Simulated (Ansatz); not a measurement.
## Collinear states of Mn3NiB

Level of theory: DFT r2SCAN, scalar-relativistic, plane waves, PAW (Ansatz).

```
Ni B Mn
1.0
     3.89051    0.00000    0.00000
     0.00000    3.89051    0.00000
     0.00000    0.00000    3.89051
Ni B Mn
1 1 3
Direct
  0.00000 0.00000 0.00000
  0.50000 0.50000 0.50000
  0.50000 0.50000 0.00000
  0.50000 0.00000 0.50000
  0.00000 0.50000 0.50000
```

```json
{
 "plane-wave cutoff": "500 eV",
 "Γ-centred k-mesh": "10×10×10",
 "occupation rule": "Gaussian smearing, 0.1 eV",
 "list of starting moments (μB, in atom order)": "1 0 4 4 4",
 "check for lower electronic states after the SCF": "off"
}
```

All runs keep this geometry, which isn't relaxed for the lowest state (largest force there 0.000 eV/Å, pressure 7.8 GPa) and needn't be a stable compound; relaxing each order would shift the differences by some 100 meV/atom, going by the pressures and a bulk modulus of about 150 GPa. Signs run over the atoms with starting moments. r2SCAN tends to overstate moments in metals, so a weak moment here may be absent in the real material. Site moments are spin moments in atom-centred spheres that scale with the neighbour distance. The states are those that the runs reached from these starts; a lower one can exist.

Problem. Starts tried: no spin; ferromagnetic; ferrimagnetic in the cell, signs ++--. Which state comes out lowest, and what are the moments?

Solution. The lowest state is ferromagnetic, reached from the start “ferromagnetic”, with site moments (μB) Ni +0.98, B -0.28, Mn +2.81 (×3).

| start | ends | energy above lowest (meV/atom) | site moments (μB) | gap on mesh (eV) | P (GPa) |
| --- | --- | --- | --- | --- | --- |
| no spin | non-magnetic | 597 | none over 0.05 | metal | -22.9 |
| ferromagnetic | ferromagnetic | 0.00 | Ni +0.98, B -0.28, Mn +2.81 (×3) | metal | 7.8 |
| ferrimagnetic in the cell, signs ++-- | ferrimagnetic | 64.4 | Ni -0.40, B +0.10, Mn +2.66, Mn -2.61 (×2) | metal | 4.1 |

Cost: 3 runs of about 11 core-minutes in all, on Intel Xeon Processor @ 2.50GHz (Skylake/Cascade Lake) (shared hosts).